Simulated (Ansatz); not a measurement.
MgO in space group Pm-3n (No. 223; Mg on 6c, O on 6d), LDA in the plane-wave PAW code Ansatz. The conduction-band minimum lies at Γ, with 1 equivalent valley. Second derivatives d²E/dk² of the lowest band at one valley (eV·Å²), along Cartesian directions:

```tsv
direction	d²E/dk²
[100]	18.84
[010]	18.84
[001]	18.84
[110]	18.84
[101]	18.84
[011]	18.84
```

### Question
Find the principal effective masses, the density-of-states mass and the conductivity mass.

### Answer
Off-diagonal terms follow from H_xy = H[110] − (H_xx + H_yy)/2, and m*/mₑ = 7.620 eV·Å² over each eigenvalue: 0.40, 0.40, 0.40. One valley's DOS mass (m₁m₂m₃)^(1/3) = 0.40, conductivity mass 3/(Σ 1/mᵢ) = 0.40 mₑ.

### Question
What effective density of states Nc follows at 300 K for parabolic valleys?

### Answer
Nc = 2.509e19 × 1 × (0.40)^(3/2) ≈ 6.3e18 cm⁻³.

### Question
With the computed static dielectric constant 4.58 (mean of the diagonal), estimate a hydrogenic donor's binding energy and radius.

### Answer
E = 13.606 eV × 0.40/4.58² ≈ 260 meV; a = 0.529 Å × ε/m* ≈ 6.1 Å. Semilocal masses tend to be too small where the gap is.

The first step of the workflow began from a Materials Project structure, measured or hypothetical; the Crystallography Open Database copy checked does not list it. It is not the phase usual at ambient conditions (space group No. 225). Symmetry was held in the LDA relaxation; phonons on a q-mesh show no instability.

Potentials: the later of the program's two PAW sets.
